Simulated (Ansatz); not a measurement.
Space group I4/mmm (No. 139). a = 3.921 Å, b = 3.921 Å, c = 11.268 Å, α = 90.00°, β = 90.00°, γ = 90.00°
```
atom site symmetry x y z
  Sr    2a     4/mmm  0.0000  0.0000  0.0000
  Fe    4d      -4m2  0.5000  0.0000  0.2500
  As    4e       4mm  0.0000  0.0000  0.3540
```

Equation of state of this SrFe2As2 structure (not necessarily the ground state), with shape and atoms relaxed at each volume where symmetry leaves them free. It has no gap at any of these volumes. Method: DFT PBEsol, scalar-relativistic, plane waves, PAW in Ansatz.

Plane waves to 420 eV, a k mesh through Γ of 12×12×12 on the computed 5-atom cell and Gaussian smearing (0.10 eV); no spin polarisation.

```csv
V (Å³/atom),E − E(largest V) (meV/atom),P (GPa)
15.766,20.97,7.93
16.286,0.95,4.62
16.806,-10.08,2.36
17.325,-13.89,0.00
17.845,-10.23,-2.16
18.365,0.00,-4.04
```

Problem. Fit a third-order Birch–Murnaghan equation to E(V).

Solution. V0 = 17.32 Å³/atom, B0 = 74 GPa, B0' = 1.9.